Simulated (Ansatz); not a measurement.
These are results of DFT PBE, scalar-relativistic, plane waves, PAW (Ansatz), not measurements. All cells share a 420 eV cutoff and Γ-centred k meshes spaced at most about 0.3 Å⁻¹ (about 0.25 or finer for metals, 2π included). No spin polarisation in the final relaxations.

All energies are static (0 K, no zero-point motion).

Compare these two cells of Hf₂C, each relaxed at this level.

1. Space group Fm-3m (No. 225), cubic, a = 5.709 Å. Hf is surrounded by 4 C at 2.47 Å and 6 Hf at 2.85 Å; C has 8 Hf at 2.47 Å.

2. Space group P6_3/mmc (No. 194), hexagonal, a = 3.248 Å, c = 11.027 Å. Around Hf lie 3 C at 2.33 Å, 1 Hf at 2.78 Å and 9 Hf at 3.25–3.32 Å; around C lie 6 Hf at 2.33 Å.

Problem. Which form is favoured at zero pressure, and by what margin per atom?

Solution. Cell 2 is lower, by 223 meV/atom. Cell 1 has the anti-fluorite type, space group Fm-3m (No. 225), 15.5 Å³/atom and no gap on its mesh; cell 2 has the anti-2H molybdenite type, space group P6_3/mmc (No. 194), 16.8 Å³/atom and no gap. Counting C atoms around Hf (those within 1.25 times the shortest such distance or 1.15 times the sum of covalent radii, 1.27 where that leaves under three), cell 1 has Hf 4 and cell 2 has Hf 3. The lower one is the more open, so pressure narrows the difference. Both come from invented guesses.

These runs have no spin–orbit coupling, which can matter for Hf. Cells relaxed within their symmetry can be saddle points.
